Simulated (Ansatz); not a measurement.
ZnS:
```cif
data_S2Zn2
_chemical_formula_sum 'Zn2 S2'
_space_group_name_H-M_alt 'P 1'
_space_group_IT_number 1
_cell_length_a 3.73813
_cell_length_b 3.73813
_cell_length_c 6.14304
_cell_angle_alpha 90.000
_cell_angle_beta 90.000
_cell_angle_gamma 120.000
loop_
_space_group_symop_operation_xyz
  'x, y, z'
loop_
_atom_site_label
_atom_site_type_symbol
_atom_site_fract_x
_atom_site_fract_y
_atom_site_fract_z
_atom_site_occupancy
Zn1 Zn 0.33333 0.66667 0.00059 1
Zn2 Zn 0.66667 0.33333 0.50059 1
S1 S 0.33333 0.66667 0.37441 1
S2 S 0.66667 0.33333 0.87441 1
```

Relaxed with LDA (plane waves, PAW; program Ansatz). Indices refer to the conventional cell of P6_3mc, a = 3.738 Å, b = 3.738 Å, c = 6.143 Å, α = 90.00°, β = 90.00°, γ = 120.00°.

**Question.** Simulate the powder diffraction pattern (Cu Kα, λ = 1.54184 Å; lines above 1 %) up to 2θ = 90°.

**Answer.** Simulated powder pattern, Cu Kα, λ = 1.54184 Å (kinematic, ideal powder, no thermal factors, no anomalous dispersion; the 30 strongest lines at most, above 1 %, up to 2θ = 90°):

```csv
2θ (°),d (Å),I/Imax (%),hkl
27.55,3.237,90,(1 0 -1 0)
29.07,3.072,58,(0002)
31.23,2.864,100,(1 0 -1 1)
40.48,2.228,34,(1 0 -1 2)
48.72,1.869,69,(1 1 -2 0)
52.91,1.731,70,(1 0 -1 3)
56.88,1.619,11,(2 0 -2 0)
57.74,1.597,46,(1 1 -2 2)
59.01,1.565,16,(2 0 -2 1)
60.26,1.536,1.8,(0004)
65.14,1.432,7.8,(2 0 -2 2)
67.50,1.388,1.8,(1 0 -1 4)
74.76,1.270,24,(2 0 -2 3)
78.11,1.224,7.9,(2 1 -3 0)
79.95,1.200,12,(2 1 -3 1)
81.04,1.187,4.0,(1 1 -2 4)
84.31,1.149,17,(1 0 -1 5)
85.41,1.137,7.1,(2 1 -3 2)
```

The cell was relaxed with LDA under the symmetry of its start.

Potentials: the earlier of the program's two PAW sets. The files were generated under PBE; for other functionals the program regenerates the frozen cores, and for LDA and PBEsol the local potential too.
